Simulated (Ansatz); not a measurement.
Input and command of a plane-wave DFT calculation in Ansatz:

```yaml
crystal:
  lattice:
    - [3.9835859787, 0.0, 0.0]
    - [-1.9917929893, 3.4498866557, 0.0]
    - [0.0, 0.0, 18.3545527702]
  atoms:
    - { symbol: Ge, position: [0.0, 0.0, 0.0] }
    - { symbol: Sb, position: [0.3333333333, 0.6666666667, 0.5440991995] }
    - { symbol: Sb, position: [0.6666666667, 0.3333333333, 0.4559008005] }
    - { symbol: Sb, position: [0.6666666667, 0.3333333333, 0.7907683463] }
    - { symbol: Sb, position: [0.3333333333, 0.6666666667, 0.2092316537] }
    - { symbol: Te, position: [0.3333333333, 0.6666666667, 0.9045184749] }
    - { symbol: Te, position: [0.6666666667, 0.3333333333, 0.0954815251] }
    - { symbol: Te, position: [0.0, 0.0, 0.6939667076] }
    - { symbol: Te, position: [0.0, 0.0, 0.3060332924] }
basis:
  ecutwfc: 420
kpoints:
  mp_grid: { grid: [12, 12, 2] }
hamiltonian:
  xc: pbe
scf:
  occupations: { method: gaussian, width: 0.03 }
output:
  forces: true
  stress: true
  eigenvalues: true
  write_density: true
  write_potential: true
  elf: true
  volumetric_format: npy
```

```bash
ansatz run input.yaml --threads 2 --pin off --max-ram 5120MiB --backend cpu --events-out ev --progress --plain --runs-dir out
```

Processor: Arm Neoverse V2, 2 threads, on a host shared with other jobs.

Problem. How long does it run, and how much memory does it take?

Solution. About 36 s on 2 threads of Arm Neoverse V2 (shared host), peak memory 0.91 GiB. It solves 83 bands at 38 k points (the mesh reduced by symmetry) with about 4993 plane waves, in 11 SCF iterations.
